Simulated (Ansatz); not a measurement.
A relaxation computed with Ansatz, from input to last step.

```yaml
crystal:
  lattice:
    - [2.1277755212, 1.2284717699, 8.9022624568]
    - [-2.1277755212, 1.2284717699, 8.9022624568]
    - [0.0, -2.4569435399, 8.9022624567]
  atoms:
    - { symbol: Sr, position: [0.0, 0.0, 0.0] }
    - { symbol: Sn, position: [0.2084653839, 0.2084653839, 0.2084653839] }
    - { symbol: Sn, position: [0.7915346161, 0.7915346161, 0.7915346161] }
    - { symbol: As, position: [0.4069727294, 0.4069727294, 0.4069727294] }
    - { symbol: As, position: [0.5930272706, 0.5930272706, 0.5930272706] }
basis:
  ecutwfc: 420
kpoints:
  mp_grid: { grid: [12, 12, 12] }
hamiltonian:
  xc: pbesol
scf:
  occupations: { method: gaussian, width: 0.01 }
output:
  forces: true
  stress: true
  eigenvalues: true
relax:
  adjacent_minimum: "off"
  f_tol: 0.01
  max_steps: 30
  cell: { stress_tol: 0.1, fix: [volume] }
```

```bash
ansatz run input.yaml --threads 1 --pin off --max-ram 2560MiB --backend cpu --events-out ev --progress --plain --runs-dir out
```

All numbers below come from DFT PBEsol, scalar-relativistic, plane waves, PAW (Ansatz 0.2.0).

The volume is held at 1.03 times that of the relaxed cell.

Of 4 frames 3 are shown, positions in Å and forces in eV/Å; the SCF threshold varies from step to step. Steps run on the plane waves of an earlier cell, with a Pulay correction in the pressure. The basis is chosen afresh for the last frame, the zero of the energies, and at times for earlier ones too; energy and pressure can step there, also at an unchanged geometry. Where two frames share a geometry here, they differ by under 2 meV/atom and 0.3 GPa.

```xyz
5
Lattice="2.1278 1.2285 8.9023 -2.1278 1.2285 8.9023 0.0000 -2.4569 8.9023" Properties=species:S:1:pos:R:3:forces:R:3 pbc="T T T" step=1 free_energy_over_end_meV_per_atom=0.55 pressure_GPa=-1.48
Sr    0.0000    0.0000    0.0000    0.0000    0.0000    0.0000
Sn    0.0000    0.0000    5.5674    0.0000    0.0000    0.1135
Sn    0.0000    0.0000   21.1393    0.0000    0.0000   -0.1135
As    0.0000    0.0000   10.8689    0.0000    0.0000    0.0569
As    0.0000    0.0000   15.8379    0.0000    0.0000   -0.0569
5
Lattice="2.1245 1.2266 8.9301 -2.1245 1.2266 8.9301 0.0000 -2.4531 8.9301" Properties=species:S:1:pos:R:3:forces:R:3 pbc="T T T" step=2 free_energy_over_end_meV_per_atom=0.52 pressure_GPa=-1.13
Sr    0.0000    0.0000    0.0000    0.0000    0.0000    0.0000
Sn    0.0000    0.0000    5.6229    0.0000    0.0000   -0.1325
Sn    0.0000    0.0000   21.1675    0.0000    0.0000    0.1325
As    0.0000    0.0000   10.8973    0.0000    0.0000   -0.0747
As    0.0000    0.0000   15.8931    0.0000    0.0000    0.0747
5
Lattice="2.1219 1.2251 8.9514 -2.1219 1.2251 8.9514 0.0000 -2.4502 8.9514" Properties=species:S:1:pos:R:3:forces:R:3 pbc="T T T" step=4 free_energy_over_end_meV_per_atom=0.00 pressure_GPa=-1.27
Sr    0.0000    0.0000    0.0000    0.0000    0.0000    0.0000
Sn    0.0000    0.0000    5.6191    0.0000    0.0000   -0.0011
Sn    0.0000    0.0000   21.2350    0.0000    0.0000    0.0011
As    0.0000    0.0000   10.9243    0.0000    0.0000   -0.0008
As    0.0000    0.0000   15.9298    0.0000    0.0000    0.0008
```

The run took 4.4 min on 1 thread of Arm Neoverse V2 (shared host), peak memory 0.95 GiB.